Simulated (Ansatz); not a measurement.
## LaAg: strain and displacement

```xyz
2
Lattice="3.7600 0.0000 0.0000 0.0000 3.7600 0.0000 0.0000 0.0000 3.7600" Properties=species:S:1:pos:R:3 pbc="T T T"
La    1.8800    1.8800    1.8800
Ag    0.0000    0.0000    0.0000
```

Atom numbers follow the list: La1, Ag2.

Conventional cell: a = 3.760 Å, b = 3.760 Å, c = 3.760 Å, α = 90.00°, β = 90.00°, γ = 90.00°. Around La (atom 1) lie 8 Ag at 3.26 Å. Around Ag (atom 2) lie 8 La at 3.26 Å.

The cell is COD entry 9008798, as deposited and not checked against the literature; nothing was relaxed.

No spin–orbit coupling, which matters for the heavy atoms here.

These are results of Ansatz 0.2.0, DFT, PBEsol, PAW with Ansatz's default frozen-core files, scalar-relativistic, not measurements.

Settings: a Γ-centred 9×9×9 k mesh, Fermi–Dirac smearing of 0.08 eV, cutoff 420 eV, no spin polarisation; the PAW files were made with PBE, and the program remakes their frozen cores for this functional.

The unchanged cell is at -0.29 GPa.

In a metal, stresses and small energies carry noise from the k mesh.

x, y and z are the Cartesian axes of the cell as listed; fractional coordinates follow a strain, and an engineering shear is twice the off-diagonal strain component.

(1) One change gave: energy change +0.6 meV/atom; stress change (xx, yy, zz, yz, xz, xy) 0.01, 0.01, 0.01, -0.23, -0.23, -0.23 GPa, compression positive. Which change was it?
A. equal xy, yz and zx engineering shear strains of -1 %
B. equal xy, yz and zx engineering shear strains of +1 %
C. equal xy, yz and zx engineering shear strains of +2 %
D. equal xy, yz and zx engineering shear strains of -2 %

Answers

(1) B. For equal xy, yz and zx engineering shear strains of -2 %: energy change +2.5 meV/atom; stress change (xx, yy, zz, yz, xz, xy) 0.05, 0.05, 0.05, 0.51, 0.51, 0.51 GPa, compression positive. For equal xy, yz and zx engineering shear strains of -1 %: energy change +0.6 meV/atom; stress change (xx, yy, zz, yz, xz, xy) 0.01, 0.01, 0.01, 0.25, 0.25, 0.25 GPa, compression positive. For equal xy, yz and zx engineering shear strains of +2 %: energy change +2.3 meV/atom; stress change (xx, yy, zz, yz, xz, xy) 0.05, 0.05, 0.05, -0.45, -0.45, -0.45 GPa, compression positive.
